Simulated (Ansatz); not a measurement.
AlV2C:
Space group P6₃/mmc (No. 194); a = b = 2.8789 Å, c = 13.0219 Å, α = β = 90.00°, γ = 120.00°

| atom | site | symmetry | x | y | z |
|---|---|---|---|---|---|
| Al | 2c | -6m2 | 0.3333 | 0.6667 | 0.2500 |
| V | 4f | 3m. | 0.6667 | 0.3333 | 0.0851 |
| C | 2a | -3m. | 0.0000 | 0.0000 | 0.0000 |

Relaxed at zero pressure with the program Ansatz at the PBEsol level (PAW).

The volume is lowered by 6 % and shape and atoms relax at that volume. What pressure results, and how do the axes share the change?

13.2 GPa; a -2.1 %, b -2.1 %, c -1.9 %; the energy rises by 27 meV/atom.

Give the new structure.


Space group P6₃/mmc (No. 194); a = 2.8188 Å, b = 2.8188 Å, c = 12.7685 Å, α = 90.00°, β = 90.00°, γ = 120.00°

| atom | site | symmetry | x | y | z |
|---|---|---|---|---|---|
| Al | 2c | -6m2 | 0.3333 | 0.6667 | 0.2500 |
| V | 4f | 3m. | 0.6667 | 0.3333 | 0.0870 |
| C | 2a | -3m. | 0.0000 | 0.0000 | 0.0000 |

The phase is kept; no other phase was compared at this pressure.

Space group P6_3/mmc. The PBEsol relaxation kept the symmetry of its start; of distortions, only those at the zone centre were tested. The run is not spin-polarised.

Potentials: the earlier of the program's two PAW sets.
